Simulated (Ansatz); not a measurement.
Q: SiO₂ in space group P3_121 (No. 152; Si on 3a, O on 6c) is relaxed with PBE in the plane-wave PAW code Ansatz. What lattice parameters of the conventional cell result?

A: a = 5.020 Å, c = 5.509 Å.

Q: Give the free coordinates with the occupied sites.

A: In one choice of origin and axes:

```json
[
 {"atom": "Si", "site": "3a", "symmetry": ".2.", "x": "0.5235", "y": "0.5235", "z": "0.0000"},
 {"atom": "O", "site": "6c", "symmetry": "1", "x": "0.4145", "y": "0.2559", "z": "0.2055"}
]
```

Q: Is it a metal or does it have a gap at this level?

A: A gap of 5.68 eV, indirect.

The cell was relaxed with PBE under the symmetry of its start.

Potentials: the later of the program's two PAW sets.
